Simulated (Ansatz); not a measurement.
All numbers below come from Ansatz 0.2.0, DFT PBE, scalar-relativistic, plane waves, PAW, and for the lanthanide a 4f-in-core norm-conserving potential. All cells share a 770 eV cutoff and Γ-centred k meshes spaced at most about 0.3 Å⁻¹ (about 0.25 or finer for metals, 2π included). No spin polarisation in the final relaxations.

Temperature and zero-point effects are left out.

Two forms of Er2AlAs3 were relaxed alike.

A.

Space group P-6m2 (No. 187). a = 4.485 Å, b = 4.485 Å, c = 7.418 Å, α = 90.00°, β = 90.00°, γ = 120.00°
```
atom  site  symmetry       x       y       z
  Er    2h       3m.  0.3333  0.6667  0.2636
  Al    1e      -6m2  0.6667  0.3333  0.0000
  As    1f      -6m2  0.6667  0.3333  0.5000
  As    1a      -6m2  0.0000  0.0000  0.0000
  As    1b      -6m2  0.0000  0.0000  0.5000
```

B.

Space group P6/mmm (No. 191). a = 6.187 Å, b = 6.187 Å, c = 4.380 Å, α = 90.00°, β = 90.00°, γ = 120.00°
```json
{"atom": "Er", "site": "2c", "symmetry": "-6m2", "x": "0.6667", "y": "0.3333", "z": "0.0000"}
{"atom": "Al", "site": "1a", "symmetry": "6/mmm", "x": "0.0000", "y": "0.0000", "z": "0.0000"}
{"atom": "As", "site": "3g", "symmetry": "mmm", "x": "0.0000", "y": "0.5000", "z": "0.5000"}
```

Question: Which form is favoured at zero pressure, and by what margin per atom?

Answer: A is lower, by 25 meV/atom. A has space group P-6m2 (No. 187), 21.5 Å³/atom and no gap on its mesh; B has space group P6/mmm (No. 191), 24.2 Å³/atom and no gap. Counting As atoms around Al and Er (those within 1.25 times the shortest such distance or 1.15 times the sum of covalent radii, 1.27 where that leaves under three; the shortest distance is added where it exceeds 1.18 times the sum of covalent radii), A has Er 9, Al 3 and B has Er 6, Al 12 from 3.8 Å. A holds As–As nets (shortest 2.59 Å); in B the shortest As–As distance is 3.09 Å. The denser one is the lower, and pressure would at first widen the difference. Both come from invented guesses. A third cell relaxed alike, in P-4m2, lies 293 meV/atom below the lower of the two.

Cells relaxed within their symmetry can be saddle points.

The lanthanide is trivalent by construction, without f bands, f moments or other valences.
